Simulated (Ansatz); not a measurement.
A trial cell of TaGe2 was relaxed with r2SCAN (plane waves to 500 eV, PAW, scalar-relativistic; Ansatz, a program for electronic structure).

Before: P6₃/mmc (No. 194), hP6; a = b = 4.119 Å, c = 6.521 Å, α = β = 90.00°, γ = 120.00°.

After relaxation:

Simulated powder pattern, Cu Kα, λ = 1.54184 Å (kinematic, ideal powder, no thermal factors, no anomalous dispersion; the 24 strongest lines at most, above 1 %, up to 2θ = 90°):

| 2θ (°) | I/Imax (%) |
|---|---|
| 22.10 | 38 |
| 38.78 | 93 |
| 40.30 | 100 |
| 45.08 | 6.4 |
| 57.17 | 36 |
| 60.95 | 5.5 |
| 69.85 | 5.5 |
| 70.21 | 16 |
| 71.23 | 38 |
| 74.28 | 3.2 |
| 82.88 | 21 |
| 83.21 | 10 |
| 87.10 | 2.3 |
| 87.44 | 2.2 |

### Question
Identify the relaxed structure from its pattern: crystal system, space group and cell.

### Answer
Hexagonal, P6/mmm (No. 191), hP3; a = 4.6441 Å, b = 4.6441 Å, c = 2.6931 Å, α = 90.00°, β = 90.00°, γ = 120.00°. Sites: Ta 1b (0.000, 0.000, 0.500); Ge 2c (0.333, 0.667, 0.000).

### Question
Index the strongest lines.

### Answer
22.10° (1 0 -1 0), 38.78° (1 1 -2 0), 40.30° (1 0 -1 1), 57.17° (2 0 -2 1), 71.23° (2 1 -3 1).

No spin polarisation in the result. The relaxed primitive cell holds an odd number of electrons. A magnetic state may lie lower.

The run could not lose the symmetry of its start: the end is stationary, and may be a saddle point rather than a minimum.

The relaxed structure here is a generated cell of TaGe2: the first start was made by placing the elements on the sites of a structure type, and the end was not matched to a known phase here, so it may be hypothetical.
